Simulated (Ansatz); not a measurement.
**K: clamped-ion strain scan**

Computed with Ansatz, DFT PBEsol, scalar-relativistic, plane waves, PAW. Cutoff 420 eV, Γ-centred 14×14×14 k-points, Gaussian smearing of 0.15 eV. No spin polarisation. Energies are free energies at this smearing, counted from the undisturbed cell; pressure is positive in compression.

The undisturbed cell (as given, not relaxed at this level; it stands at 0.0 GPa):

```xyz
1
Lattice="-2.6180 2.6180 2.6180 2.6180 -2.6180 2.6180 2.6180 2.6180 -2.6180" Properties=species:S:1:pos:R:3 pbc="T T T"
K     0.0000    0.0000    0.0000
```

The cell is strained by ε times the Voigt pattern (0, 1, 0, 0, 0, 0) (xx, yy, zz, yz, xz, xy; engineering shear) with fractional coordinates fixed. The cell is metallic on the mesh throughout.

```csv
ε,ΔE (meV/atom)
-0.0400,0.9
-0.0300,0.3
-0.0200,0.0
-0.0100,-0.1
0.0000,0.0
0.0100,0.3
0.0200,0.7
0.0300,1.3
0.0350,1.7
0.0400,2.1
```

Question: Predict the pressure (GPa) at each point.

Answer:
```tsv
ε	pressure (GPa)
-0.0400	0.1
-0.0300	0.1
-0.0200	0.0
-0.0100	0.0
0.0000	0.0
0.0100	-0.1
0.0200	-0.1
0.0300	-0.1
0.0350	-0.2
0.0400	-0.2
```